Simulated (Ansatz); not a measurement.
Question: Name crystals whose computed values (DFT-PBEsol in the program Ansatz with PAW potentials) fall in these windows: B₀ by P(V) fit (GPa) 26 to 32; highest Γ mode, no LO–TO term (cm⁻¹) 340 to 410.

Answer: 

```
crystal                                      B₀ by P(V) fit (GPa)  highest Γ mode, no LO–TO term (cm⁻¹)
-------------------------------------------  --------------------  ------------------------------------
Li3Hg, Fm-3m (Li on 8c, Hg on 4a, Li on 4b)                  27.8                                   361
```
Others may fit too.

Standing as an ambient phase not checked: Li3Hg, Fm-3m (Li on 8c, Hg on 4a, Li on 4b). The cell was relaxed under the symmetry of its start. Spin–orbit coupling is left out wherever it is not named.

Potentials: the later of the program's two PAW sets.
